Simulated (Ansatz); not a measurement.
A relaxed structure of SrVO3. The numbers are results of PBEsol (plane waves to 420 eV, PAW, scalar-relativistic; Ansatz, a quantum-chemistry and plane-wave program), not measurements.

```xyz
5
Lattice="3.8093 0.0000 0.0000 0.0000 3.8093 0.0000 0.0000 0.0000 3.8093" Properties=species:S:1:pos:R:3 pbc="T T T"
Sr     1.9047     1.9047     1.9047
V      0.0000     0.0000     0.0000
O      0.0000     1.9047     0.0000
O      0.0000     0.0000     1.9047
O      1.9047     0.0000     0.0000
```

Q: Determine the symmetry and give the standard cell with its independent sites.

A: Space group Pm-3m (No. 221); a = b = c = 3.809 Å, α = β = γ = 90.00°

```tsv
atom	site	symmetry	x	y	z
Sr	1b	m-3m	0.5000	0.5000	0.5000
V	1a	m-3m	0.0000	0.0000	0.0000
O	3d	4/mm.m	0.0000	0.0000	0.5000
```

This is the cubic perovskite type.

Q: Give the shortest distances between elements (the closest pairs, up to four, under 3.6 Å).

A: O–V 1.90 Å; O–Sr 2.69 Å; O–O 2.69 Å; Sr–V 3.30 Å.

```yaml
volume_per_atom: 11.06 Å³
density: 5.60 g/cm³
band_gap: no gap (metallic)
magnetic_moment: zero (the starting moments vanished)
```

No spin polarisation in the result: the starting moments vanished. The relaxed primitive cell holds an odd number of electrons. A magnetic state may lie lower. The d or f electrons are treated with no Hubbard U.

The run could not lose the symmetry of its start; a randomly shaken copy of 10 atoms returns to this structure.
